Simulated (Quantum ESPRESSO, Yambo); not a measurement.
## SnS2 monolayer: DFT and GW levels

```
CELL_PARAMETERS angstrom
      3.66511     0.00000     0.00000
     -1.83255     3.17408     0.00000
      0.00000     0.00000    15.90000
ATOMIC_POSITIONS crystal
  S  0.66667 0.33333 0.90668
  S  0.33333 0.66667 0.09332
  Sn 0.00000 0.00000 0.00000
```

The layer was cut from Materials Project entry mp-1170 and relaxed with PBE+D3(BJ) in a cell 15.9 Å high, with the Coulomb interaction truncated along z.

Starting point: PBE (stringent potentials; Quantum ESPRESSO, PseudoDojo norm-conserving, 102 Ry, scalar-relativistic). G0W0 in Yambo: 6×6×1 Γ-centred k mesh, bands 5 to 125 and a 6 Ry block in the screening, 125 bands in G with the Bruneval-Gonze terminator, plasmon pole fitted at 27.2 eV, slab-truncated Coulomb interaction, stochastic integration of W near q = 0.

| Quantity | Result |
|---|---|
| PBE gap along the band path | 1.57 eV |
| PBE gap between the mesh's edge points ((0, 0.167) → M) | 1.57 eV |
| G0W0 gap between the same points | 3.09 eV |
| PBE smallest direct gap on the mesh (at M) | 1.83 eV |
| G0W0 direct gap at that point | 3.39 eV |

```
k point     band  E PBE (eV)  E QP (eV)  shift (eV)     Z
----------  ----  ----------  ---------  ----------  ----
Γ             VB       -0.09      -0.79       -0.70  0.76
Γ             CB        2.44       3.26        0.82  0.79
(0, 0.167)    VB        0.00      -0.70       -0.70  0.76
(0, 0.167)    CB        2.95       3.87        0.91  0.78
M             VB       -0.26      -1.00       -0.75  0.76
M             CB        1.57       2.39        0.81  0.79
K             VB       -0.65      -1.50       -0.85  0.76
K             CB        2.66       3.60        0.93  0.78
```

Energies count from the PBE valence-band maximum.

Convergence of the G0W0 settings was not tested.

Spin-orbit splittings are left out.
